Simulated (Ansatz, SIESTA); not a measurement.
Given: the input of a run of Ansatz 0.2.0 on InSb3. Atoms were shifted at random by some hundredths of an Å from the given cell, which wasn't relaxed again for these runs. The cell comes from a database or a generator and needn't be the stable form of this composition.

File input.yaml:

```yaml
crystal:
  lattice:
    - [0.0, 3.794555, 3.794555]
    - [3.794555, 0.0, 3.794555]
    - [3.794555, 3.794555, 0.0]
  atoms:
    - { symbol: Sb, position: [0.505479, 0.511318, 0.484807] }
    - { symbol: Sb, position: [0.751344, 0.750804, 0.731941] }
    - { symbol: Sb, position: [0.242819, 0.263156, 0.24665] }
    - { symbol: In, position: [-0.008564, -0.005178, 0.009168] }
hamiltonian:
  xc: pbesol
  pseudopotentials: { kind: paw }
kpoints:
  mp_grid: { grid: [6, 6, 6] }
scf:
  occupations: { method: fermi_dirac, width: 0.05 }
output:
  forces: true
  stress: true
  eigenvalues: true
  write_density: true
  write_potential: true
  elf: true
  volumetric_format: npy
```

Potentials or basis: Ansatz PAW.

The run is started by

```console
$ ansatz run input.yaml --threads 1 --pin off --max-ram 3584MiB --backend cpu --events-out ev --progress --plain --runs-dir out
```

Problem. Set up the same calculation for SIESTA 5.4.2. Potentials or basis there: files PseudoDojo sr-pbesol-0.4.1-standard, DZP (energy shift 0.003 Ry; two zetas on semicore shells).

Solution. As run (cutoffs and basis follow the program's own potentials, and thresholds, step limits or extra output files can differ):

InSb3.fdf

```
SystemName                      InSb3
SystemLabel                     InSb3
NumberOfSpecies                 2
NumberOfAtoms                   4
%block ChemicalSpeciesLabel
  1  51 Sb
  2  49 In
%endblock ChemicalSpeciesLabel

LatticeConstant                 1.0 Ang
%block LatticeVectors
     0.0000000000     3.7945550000     3.7945550000
     3.7945550000     0.0000000000     3.7945550000
     3.7945550000     3.7945550000     0.0000000000
%endblock LatticeVectors
AtomicCoordinatesFormat         Fractional
%block AtomicCoordinatesAndAtomicSpecies
     0.5054790000     0.5113180000     0.4848070000  1  Sb
     0.7513440000     0.7508040000     0.7319410000  1  Sb
     0.2428190000     0.2631560000     0.2466500000  1  Sb
    -0.0085640000    -0.0051780000     0.0091680000  2  In
%endblock AtomicCoordinatesAndAtomicSpecies

%block kgrid.MonkhorstPack
    6   0   0  0.0
    0   6   0  0.0
    0   0   6  0.0
%endblock kgrid.MonkhorstPack
XC.Functional                   GGA
XC.Authors                      PBEsol
PAO.BasisSize                   DZP
PAO.EnergyShift                 0.003 Ry
Mesh.Cutoff                     500 Ry
OccupationFunction              FD
ElectronicTemperature           0.05 eV
MaxSCFIterations                120
SCF.MustConverge                false
SCF.Mixer.Method                Pulay
SCF.Mixer.Weight                0.25
SCF.Mixer.History               8
SCF.DM.Tolerance                5.0e-05
SCF.H.Tolerance                 1.0e-03 eV
WriteForces                     true
Charge.Mulliken                 end
%block PAO.Basis
  Sb 4
  n=5 0 2
    5.972 0.000
  n=5 1 2
    7.842 0.000
  n=4 2 2
    3.490 0.000
  n=5 2 1
    7.842
  In 4
  n=5 0 2
    6.955 0.000
  n=5 1 2
    9.500 0.000
  n=4 2 2
    4.114 0.000
  n=5 2 1
    9.500
%endblock PAO.Basis
```

Potentials or basis: PseudoDojo 0.4 standard (PBEsol files), converted to PSML, two zetas on semicore shells, DZP (energy shift 0.003 Ry; two zetas on semicore shells).

Run with:

```console
$ siesta < InSb3.fdf > InSb3.out 2>&1
```

Both were run:

|  | Ansatz | SIESTA |
| --- | --- | --- |
| Pressure | -3.0 GPa | -1.6 GPa |
| Energy over the undisturbed cell | 3.3 meV/atom | 5.2 meV/atom |

Ansatz's pressure holds a Pulay term of +0.04 GPa for its cutoff of 420 eV, which the other run lacks.

Ansatz's potentials were made for PBE.

Where Ansatz's input types no cutoff or centring, it takes its own default and a Γ-centred mesh.

Pressure is positive in compression.
